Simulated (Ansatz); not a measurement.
**Data sheet: Pt (DFT)**

Pt:
```xyz
1
Lattice="2.6036 0.0000 0.0000 0.0000 2.6036 0.0000 0.0000 0.0000 2.6036" Properties=species:S:1:pos:R:3 pbc="T T T"
Pt     0.0000     0.0000     0.0000
```

Space group Pm-3m (No. 221), simple cubic; conventional cell a = b = c = 2.604 Å, α = β = γ = 90.00°.

Method: DFT-r²SCAN in the program Ansatz with PAW potentials. Geometry: relaxed at this level of theory. Other levels are named where they apply.

Cell and energy:

```yaml
volume_per_atom: 17.65 Å³
density: 18.35 g/cm³
```

Electronic structure:

```yaml
electronic_character: metallic (no gap)
Density of states at the Fermi level: 1.3 states/eV per atom (mean over ±0.08 eV)
Gap with spin–orbit coupling: none (metallic)
```

Mechanics:

```yaml
Bulk modulus (Birch–Murnaghan fit): 204 GPa
Pressure derivative B′: 5.4
Elastic constants (relaxed ions, GPa): C11 = 475, C12 = 70.2, C44 = 10.7
mechanical_stability: stable (all eigenvalues of C positive)
```

A made-up cell: these elements were put on the sites of a structure type; neither database checked (COD, Materials Project) lists it. It is not the phase usual at ambient conditions (space group No. 225). Symmetry was held in the r²SCAN relaxation; whether a distortion lowers the energy is not shown. The run is not spin-polarised. As this level gives no gap, shear constants depend on the k-mesh and smearing (Fermi–Dirac, 0.1 eV here). Scalar-relativistic: spin–orbit coupling is off unless named, which matters more the heavier the elements.

Potentials: the earlier of the program's two PAW sets.
